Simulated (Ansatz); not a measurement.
Relaxed-ion elastic tensor of InPd (CsCl type, space group No. 221) in GPa (Voigt order), plane-wave PAW PBEsol (Ansatz code); density 10.73 g/cm³, 17.12 Å³ per atom.

```
     1    2    3     4     5     6
-  ---  ---  ---  ----  ----  ----
1  158  126  126   0.0   0.0   0.0
2  126  158  126   0.0   0.0   0.0
3  126  126  158   0.0   0.0   0.0
4  0.0  0.0  0.0  56.7   0.0   0.0
5  0.0  0.0  0.0   0.0  56.7   0.0
6  0.0  0.0  0.0   0.0   0.0  56.7
```

Task: Is the crystal mechanically stable?

Result: Yes: the smallest eigenvalue of C is 32.0 GPa.

Task: Work out the Voigt, Reuss and Hill averages.

Result: K_V = 136, K_R = 136, K_H = 136; G_V = 40.4, G_R = 28.1, G_H = 34.3 GPa.

Task: Give Young's modulus, Poisson's ratio, Pugh's ratio and the universal anisotropy index.

Result: E = 9KG/(3K + G) = 94.9 GPa; ν = 0.38; K/G = 3.98 (ductile by the Pugh limit of 1.75); A_U = 5G_V/G_R + K_V/K_R − 6 = 2.19.

Task: Estimate the sound speeds and the Debye temperature.

Result: v_l = √((K + 4G/3)/ρ) = 4120 m/s, v_t = √(G/ρ) = 1790 m/s, mean 2020 m/s; Θ = (h/k)(3n/4πV)^(1/3) v_m = 233 K.

Task: Give the Zener ratio and Young's modulus along [100], [110] and [111].

Result: A = 2C44/(C11 − C12) = 3.55; 1/E = S11 − 2(S11 − S12 − S44/2)Γ with Γ = 0, 1/4, 1/3 gives 46.2, 95.9, 149 GPa.

Space group Pm-3m (CsCl type). The cell was relaxed with PBEsol under the symmetry of its start. The run is not spin-polarised. As this level gives no gap, shear constants depend on the k-mesh and smearing (Fermi–Dirac, 0.1 eV here).

Potentials: the earlier of the program's two PAW sets. The files were generated under PBE; for other functionals the program regenerates the frozen cores, and for LDA and PBEsol the local potential too.
